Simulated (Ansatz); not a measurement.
An Ansatz input:

```yaml
crystal:
  lattice:
    - [2.3286820239, 0.0, 0.0]
    - [-1.164341012, 2.01669779, 0.0]
    - [0.0, 0.0, 3.6787787287]
  atoms:
    - { symbol: Fe, position: [0.3333333333, 0.6666666667, 0.25], spin: 2.5 }
    - { symbol: Fe, position: [0.6666666667, 0.3333333333, 0.75], spin: -2.5 }
hamiltonian:
  xc: pbesol
  pseudopotentials:
    kind: paw
    azcp:
      Fe: "pseudopotentials/Fe.paw.azcp"
basis:
  ecutwfc: 420
  fft_grid_basis: typed
kpoints:
  mp_grid: { grid: [17, 17, 9], shift: [0, 0, 0] }
magnetization:
  spin_polarized: true
scf:
  occupations: { method: fermi_dirac, width: 0.05 }
  lower_state_search: "off"
output:
  stress: true
```

Terminal output

```
Warning: the record states the generating functional pbe (its physics header spells it `PBE`), which answers neither for hamiltonian.xc's functional nor for the pbesol family's — results may be inconsistent (PPs are generated against a specific XC)
Engine: ansatz 0.2.0, aarch64-unknown-linux-gnu
Pseudopotentials: kind: paw
Pseudopotential: Fe, paw, valence charge 16, recommended cutoff 420 eV (normal) 
Functional definition: PBEsol
  exchange = pbesol_x
  correlation = pbesol_c
Crystal: 2 atoms, lattice volume = 17.276 Å³
Basis set: ecut = 420 eV, 313 PW (Γ)
Bands: 23, of which v1, the nominal top of the filled ones, is band 16 counted from 1 (15 counted from 0)
Symmetry: 12 space group operations
Space group: P-6m2 (ITA 187), of the structure as read, at distance tolerance 2.6e-5 Å
Magnetic group: BNS 194.267 (UNI 1497), of the structure as read, at distance tolerance 2.6e-5 Å
k-points: 165 of 2601 (time reversal used)
Non-local potential: Fe, projectors of the file, l = 0: 3, l = 1: 2, l = 2: 3, l = 3: 1
PAW form: soft (Blöchl's): semilocal exchange-correlation on the pseudo side does not see the compensation charge
PAW frozen core: Fe, regenerated for the run's functional, and the local potential with it (the file was generated under x = pbe(κ = 0.804, μ = 0.2195149727645171), c = pbe(β = 0.06672455060314922))
PAW one-centre angular grid: Fe, 590 points (default); XC on 64 Gauss nodes
Initial density: superposition of atomic densities (chi_scale 0.1, normalization cell)
Starting moments: Σ|m| = 5 μB on 2 of 2 sites
Starting magnetic order: antiferromagnet; an inversion exchanges its spin sublattices: spin-degenerate at every k-point
Initial wavefunctions: pseudopotential atomic-orbital guess
Functional: x = pbesol(κ = 0.804, μ = 0.12345679012345678), c = pbesol(β = 0.046)
SCF iter   1: F=—  HF=-8897.195877 eV  |F-HF|=—  |Δ(HF+E_count)|=         —  Δρ=1.49e-1 (↑1.49e-1 ↓1.49e-1)  dr2=2.43e0  dr2_m=2.58e0  M=0.000 μB ∫|m|=2.751 μB  β_m=0.30  ethr=3.10e-3  ⟨swp⟩=5.3  Hψ=30292  notcnv=0  defer=32
SCF iter   2: F=—  HF=-8896.954348 eV  |F-HF|=—  |Δ(HF+E_count)|=   2.42e-1  Δρ=1.06e-1 (↑1.06e-1 ↓1.06e-1)  dr2=5.50e-1  dr2_m=1.59e0  M=0.000 μB ∫|m|=2.591 μB  β_m=0.30  ethr=3.10e-3  ⟨swp⟩=3.6  Hψ=14611  notcnv=0  defer=370
SCF iter   3: F=—  HF=-8896.912041 eV  |F-HF|=—  |Δ(HF+E_count)|=   4.23e-2  Δρ=8.18e-2 (↑8.18e-2 ↓8.18e-2)  dr2=1.43e-2  dr2_m=1.05e0  M=0.000 μB ∫|m|=2.429 μB  β_m=0.30  ethr=1.72e-3  ⟨swp⟩=2.3  Hψ=11205  notcnv=0  defer=370
SCF iter   4: F=—  HF=-8896.991732 eV  |F-HF|=—  |Δ(HF+E_count)|=   7.97e-2  Δρ=7.29e-2 (↑7.29e-2 ↓7.29e-2)  dr2=7.05e-4  dr2_m=8.41e-1  M=-0.000 μB ∫|m|=2.219 μB  β_m=0.30  ethr=4.46e-5  ⟨swp⟩=3.0  Hψ=17661  notcnv=0  defer=286
SCF iter   5: F=—  HF=-8897.073949 eV  |F-HF|=—  |Δ(HF+E_count)|=   8.22e-2  Δρ=6.56e-2 (↑6.56e-2 ↓6.50e-2)  dr2=1.08e-3  dr2_m=6.75e-1  M=0.000 μB ∫|m|=2.029 μB  β_m=0.30  ethr=2.20e-6  ⟨swp⟩=2.4  Hψ=15147  notcnv=0  defer=254
SCF iter   6: F=—  HF=-8897.137103 eV  |F-HF|=—  |Δ(HF+E_count)|=   6.32e-2  Δρ=6.32e-2 (↑5.37e-2 ↓6.32e-2)  dr2=1.80e-2  dr2_m=5.41e-1  M=-0.006 μB ∫|m|=1.860 μB  β_m=0.30  ethr=2.20e-6  ⟨swp⟩=2.3  Hψ=14966  notcnv=0  defer=246
...
iter 22 did not close the SCF: its close was put off for a magnetic moment that had not settled (scf_convergence_deferred on its scf_iter line)
SCF iter  22: F=-8897.399811 eV  HF=-8897.399811 eV  |F-HF|=1.33e-10  |Δ(HF+E_count)|=  7.55e-10  Δρ=1.35e-6 (↑9.56e-7 ↓1.35e-6)  dr2=1.74e-10  dr2_m=1.83e-10  M=-0.000 μB ∫|m|=0.000 μB  β_m=0.92  ethr=1.07e-11  ⟨swp⟩=1.5  Hψ=20279  notcnv=0
iter 23 did not close the SCF: its close was put off for a magnetic moment that had not settled (scf_convergence_deferred on its scf_iter line)
SCF iter  23: F=-8897.399811 eV  HF=-8897.399811 eV  |F-HF|=6.68e-10  |Δ(HF+E_count)|=  4.55e-11  Δρ=1.18e-6 (↑1.18e-6 ↓9.62e-7)  dr2=6.91e-10  dr2_m=4.00e-11  M=-0.000 μB ∫|m|=0.000 μB  β_m=0.92  ethr=1.00e-12  ⟨swp⟩=1.0  Hψ=17559  notcnv=0
SCF iter  24: F=-8897.399811 eV  HF=-8897.399811 eV  |F-HF|=9.48e-9  |Δ(HF+E_count)|=  3.69e-10  Δρ=3.71e-6 (↑3.40e-6 ↓3.71e-6)  dr2=9.67e-9  dr2_m=1.15e-11  M=-0.000 μB ∫|m|=0.000 μB  ethr=1.00e-12  ⟨swp⟩=1.0  Hψ=18722  notcnv=0
WARN: the starting moments were not kept: the SCF closed with an absolute magnetisation of 7.1e-6 μB, where they sum to 5 μB in size (2 sites). That is at most 0.1 of that sum. Measured as dr2_m measures the in/out step, that magnetisation stands 5.7e-11 eV from none, at or under the dr2_threshold of 1.0e-7 eV: it is no larger than a step whose dr2_m would equal this threshold. The system may hold no moment; this SCF shows only that its start led to no more than that. To try another start: raise the starting moments (crystal.atoms[].spin, magnetization.per_species, magnetization.initial_magnetization, or on a non-collinear deck that types none of these the spinor_matrix: blocks that start its atoms; where the total moment is fixed, keep their sum and leave initial_magnetization as it is; typed ones take the place of any that the run laid by itself, positive ones on a crystal's lanthanoids without a Hubbard term where scf.initial_density.shell_occupations: [] is typed) or, if the notice of its spin-set hold's release reads "site moments contracting" or "site moments show no strong build", lengthen the hold (scf.mixing.spin_hold: { on: { confirm: 4 } }; for m-r²SCAN on two components see the key's manual first). Each may lead to a state that holds a moment. A second SCF, from the converged charge density, with the starting moments and any scf.initial_density.shell_occupations laid on it anew, would have followed, and was not run: the deck does not ask for one (magnetization.retry_lost_moments is false, the default). To let it run, set magnetization.retry_lost_moments: true and run the deck again, where that key's refused combinations let it; where memory then withholds it, that run's warning says so.
SCF 1 converged in 24 iterations: F = -8897.399811 eV  dr2 = 9.67e-9
SCF converged after 24 iterations
Magnetization: -0.0000 μB (16.0000 up, 16.0000 down)
Absolute magnetization: 0.0000 μB (∫|ρ↑−ρ↓|, with the PAW one-centre terms)
Spin contamination: 0.0000 ħ² per cell (⟨S²⟩ above its minimum at these occupations)
Per-site moments (μB) at R_I (Å): [(1.6317554135003849e-6, 0.9398249122169402), (-5.184283965272298e-6, 0.9398249122169402)]
Free energy (F): -8897.399811 eV
Harris-Foulkes:  -8897.399811 eV  (|F-HF|=9.48e-9)
Internal energy: -8897.382557 eV  (E = F + TS)
E sigma→0 (E₀):  -8897.391184 eV
Entropy (-TS):   -0.017254 eV (-8.627 meV/atom)
Fermi energy:    25.449297 eV
--- Per-component energies (eV) ---
  E_band       = -223.576927
  E_kinetic    = 725.481042
  E_local      = -3435.202295  (includes V_loc(G=0)·N_el)
  E_nonlocal   = 426.703781
  E_hartree    = 1480.123892
  E_xc         = -242.365727
  E_vxc        = -313.703529  (∫ρ·V_xc dr)
  E_paw        = -2664.461633  (= ΣΔE_a)
  E_vpaw       = -587.104959  (= ΣTr[D̂ρ^β])
  E_aug_tail   = 0.001543  (compensation charges beyond the density's cutoff)
  E_ewald      = -5188.021564
  E_core_change = 0.358403  (= ΣΔE_core)
  E_smearing   = -0.017254  (= −TS)
  E_closure    = 0.000000  (closes the sum)
  Σ components = -8897.399811   (vs F -8897.399811, Δ=0.00e0)
--- Stress (GPa, compression-positive) ---
       54.445945      -0.000000       0.000000
        0.000000      54.445945       0.000000
        0.000000       0.000000      56.911859
  P = ⅓ Tr σ = 55.2679 GPa (552.679 kbar)
```
